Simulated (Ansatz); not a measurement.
# Relaxing a structure of Fe

The start is a relaxed Fe cell, doubled along one cell vector, shaken by Gaussian noise of σ = 0.08 Å a coordinate. The structure is fully relaxed (lattice and positions, P = 0) with PBE (plane waves to 420 eV, PAW, scalar-relativistic; Ansatz, a first-principles code). The first steps use a coarse 16×16×8 k-mesh.

Initial structure:
```
Fe
1.0
   -1.41580     1.41580     1.41580
    1.41580    -1.41580     1.41580
    2.83160     2.83160    -2.83160
Fe
2
Direct
  0.04452   0.03461   0.05403
  0.99579   0.98734   0.54139
```
Spin-polarised start, with parallel moments on Fe.

- Largest initial force = 0.71 eV/Å, on Fe1, Fe2 (atoms numbered as listed)
- Shortest distances (start → end) = The closest pairs of elements (up to four, under 3.6 Å), start → end: Fe–Fe 2.35 → 2.45 Å
- Optimiser moves = 6

The end point of the relaxation:

Space group Im-3m (No. 229); a = 2.832 Å, b = 2.832 Å, c = 2.832 Å, α = 90.00°, β = 90.00°, γ = 90.00°

```tsv
atom	site	symmetry	x	y	z
Fe	2a	m-3m	0.0000	0.0000	0.0000
```
(The calculation used a cell of 1 atom; values per cell refer to that cell.)

Final values are on a 23×23×23 k-mesh of the relaxed cell. Spin state reached: ferromagnetic (net 2.17 μB/atom), from parallel starting moments; other spin orders were not run from this start.

The run could not lose the symmetry of its start.
